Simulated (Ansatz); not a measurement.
**Band table of LaIn**

```
La In
1.0
     3.95408    0.00000    0.00000
     0.00000    3.95408    0.00000
     0.00000    0.00000    3.95408
La In
1 1
Direct
  0.50000 0.50000 0.50000
  0.00000 0.00000 0.00000
```

The base volume is that of a database entry, so it needn't be at zero pressure; the structure needn't be the stable phase, at rest or compressed.

All numbers are LDA results (scalar-relativistic) from Ansatz 0.2.0, with a Γ-centred 9×9×9 k mesh, Fermi–Dirac smearing of 0.05 eV, no spin polarisation. Methods: LAPW: all electrons, basis error target 1 meV/atom.

Spin–orbit coupling is left out, which matters for the heavy atoms.

Path points, in fractions of the reciprocal vectors: Γ (0.000, 0.000, 0.000), X (0.000, 0.500, 0.000), M (0.500, 0.500, 0.000), R (0.500, 0.500, 0.500). The distance column jumps between branches of the path. Levels in eV from the Fermi level; bands 15 to 28, counted from the lowest band of the run. The gap is zero, the pressure -3.81 GPa.

```
# k(1/Å) point b15 b16 b17 b18 b19 b20 b21 b22 b23 b24 b25 b26 b27 b28
0.000 Γ -16.37 -16.37 -16.37 -14.06 -14.06 -14.02 -14.02 -14.02 -6.97 -0.40 -0.40 1.33 1.33 1.33
0.114 - -16.40 -16.37 -16.37 -14.06 -14.06 -14.02 -14.02 -14.02 -6.90 -0.40 -0.38 1.28 1.32 1.32
0.227 - -16.48 -16.36 -16.36 -14.06 -14.04 -14.02 -14.01 -14.01 -6.70 -0.48 -0.33 1.16 1.26 1.26
0.341 - -16.59 -16.36 -16.36 -14.06 -14.02 -14.02 -14.01 -14.01 -6.38 -0.84 -0.24 1.14 1.14 1.17
0.454 - -16.72 -16.36 -16.36 -14.06 -14.02 -14.00 -14.00 -14.00 -5.98 -1.46 -0.14 0.96 0.96 1.31
0.568 - -16.83 -16.36 -16.36 -14.05 -14.02 -13.99 -13.99 -13.98 -5.52 -2.16 -0.04 0.76 0.76 1.44
0.681 - -16.90 -16.35 -16.35 -14.05 -14.02 -13.98 -13.98 -13.96 -5.07 -2.77 0.04 0.62 0.62 1.40
0.795 X -16.92 -16.35 -16.35 -14.05 -14.02 -13.98 -13.98 -13.96 -4.84 -3.06 0.07 0.57 0.57 1.38
0.908 - -16.92 -16.38 -16.35 -14.05 -14.02 -13.99 -13.98 -13.96 -4.86 -2.97 0.13 0.46 0.61 1.46
1.022 - -16.90 -16.44 -16.34 -14.04 -14.02 -14.00 -13.99 -13.96 -4.90 -2.72 0.22 0.29 0.73 1.54
1.135 - -16.88 -16.53 -16.32 -14.03 -14.03 -14.02 -14.01 -13.95 -4.97 -2.34 -0.01 0.52 0.90 1.55
1.249 - -16.85 -16.64 -16.30 -14.04 -14.04 -14.02 -14.02 -13.94 -5.05 -1.86 -0.21 0.70 1.09 1.50
1.362 - -16.83 -16.72 -16.28 -14.06 -14.04 -14.04 -14.02 -13.94 -5.12 -1.33 -0.34 0.64 1.25 1.50
1.476 - -16.81 -16.78 -16.27 -14.07 -14.05 -14.05 -14.02 -13.93 -5.18 -0.79 -0.41 0.34 1.34 1.55
1.589 M -16.81 -16.81 -16.26 -14.07 -14.05 -14.05 -14.02 -13.93 -5.19 -0.43 -0.43 0.05 1.37 1.57
1.750 - -16.79 -16.79 -16.27 -14.07 -14.05 -14.04 -14.02 -13.93 -5.17 -0.98 -0.41 0.49 1.32 1.55
1.910 - -16.76 -16.73 -16.30 -14.05 -14.04 -14.02 -14.02 -13.95 -5.17 -1.49 -0.35 0.82 1.19 1.49
2.071 - -16.69 -16.64 -16.32 -14.04 -14.03 -14.02 -14.00 -13.97 -5.43 -1.48 -0.29 0.79 1.09 1.42
2.231 - -16.60 -16.55 -16.35 -14.04 -14.03 -14.01 -14.00 -14.00 -5.93 -0.96 -0.28 0.61 1.11 1.37
2.392 - -16.49 -16.46 -16.36 -14.05 -14.03 -14.03 -14.01 -14.00 -6.45 -0.44 -0.33 0.70 1.21 1.35
2.552 - -16.40 -16.39 -16.36 -14.06 -14.05 -14.02 -14.02 -14.01 -6.83 -0.38 -0.38 1.16 1.30 1.34
2.713 Γ -16.37 -16.37 -16.37 -14.06 -14.06 -14.02 -14.02 -14.02 -6.97 -0.40 -0.40 1.33 1.33 1.33
2.909 - -16.40 -16.39 -16.39 -14.05 -14.05 -14.02 -14.02 -14.01 -6.76 -0.36 -0.36 1.05 1.31 1.31
3.106 - -16.49 -16.45 -16.45 -14.03 -14.03 -14.01 -14.01 -14.01 -6.23 -0.29 -0.29 0.32 1.17 1.17
3.302 - -16.57 -16.54 -16.54 -14.03 -14.02 -14.02 -13.99 -13.99 -5.58 -0.49 -0.49 -0.07 1.10 1.10
3.499 - -16.63 -16.63 -16.63 -14.05 -14.00 -14.00 -13.97 -13.97 -5.03 -1.10 -1.10 0.20 1.36 1.36
3.696 - -16.72 -16.72 -16.70 -14.03 -13.98 -13.98 -13.95 -13.95 -4.53 -1.75 -1.75 -0.04 1.52 1.54
3.892 - -16.77 -16.77 -16.77 -13.99 -13.97 -13.97 -13.93 -13.93 -3.88 -2.20 -2.20 -1.37 1.61 1.61
4.089 R -16.79 -16.79 -16.79 -13.96 -13.96 -13.96 -13.92 -13.92 -3.21 -2.36 -2.36 -2.36 1.63 1.63
4.249 - -16.80 -16.77 -16.77 -13.98 -13.97 -13.96 -13.93 -13.93 -3.73 -2.26 -2.23 -1.62 1.62 1.62
4.410 - -16.80 -16.71 -16.70 -14.01 -13.99 -13.96 -13.95 -13.93 -4.32 -1.99 -1.92 -0.44 1.55 1.56
4.570 - -16.82 -16.63 -16.60 -14.05 -14.01 -13.98 -13.97 -13.94 -4.70 -1.68 -1.54 0.67 1.37 1.39
4.731 - -16.85 -16.53 -16.50 -14.06 -14.03 -14.01 -13.97 -13.95 -4.88 -1.89 -0.97 1.00 1.22 1.36
4.891 - -16.88 -16.44 -16.42 -14.03 -14.03 -14.03 -13.98 -13.95 -4.91 -2.43 -0.33 0.52 1.16 1.53
5.052 - -16.91 -16.38 -16.37 -14.05 -14.02 -14.00 -13.98 -13.96 -4.87 -2.88 0.19 0.27 0.76 1.51
5.212 X -16.92 -16.35 -16.35 -14.05 -14.02 -13.98 -13.98 -13.96 -4.84 -3.06 0.07 0.57 0.57 1.38
6.336 R -16.79 -16.79 -16.79 -13.96 -13.96 -13.96 -13.92 -13.92 -3.21 -2.36 -2.36 -2.36 1.63 1.63
6.450 - -16.79 -16.79 -16.77 -13.96 -13.96 -13.96 -13.93 -13.92 -3.54 -2.29 -2.29 -1.94 1.62 1.63
6.563 - -16.80 -16.80 -16.70 -13.98 -13.98 -13.98 -13.94 -13.93 -4.02 -2.10 -2.10 -1.19 1.57 1.62
6.677 - -16.80 -16.80 -16.60 -14.00 -14.00 -14.00 -13.96 -13.93 -4.44 -1.80 -1.80 -0.37 1.42 1.61
6.790 - -16.80 -16.80 -16.48 -14.02 -14.02 -14.02 -13.98 -13.93 -4.77 -1.41 -1.41 0.42 1.01 1.60
6.904 - -16.80 -16.80 -16.37 -14.05 -14.03 -14.03 -14.00 -13.93 -5.01 -0.98 -0.98 0.52 1.01 1.58
7.017 - -16.81 -16.81 -16.29 -14.07 -14.05 -14.05 -14.01 -13.93 -5.15 -0.60 -0.60 0.17 1.29 1.58
7.131 M -16.81 -16.81 -16.26 -14.07 -14.05 -14.05 -14.02 -13.93 -5.19 -0.43 -0.43 0.05 1.37 1.57
```
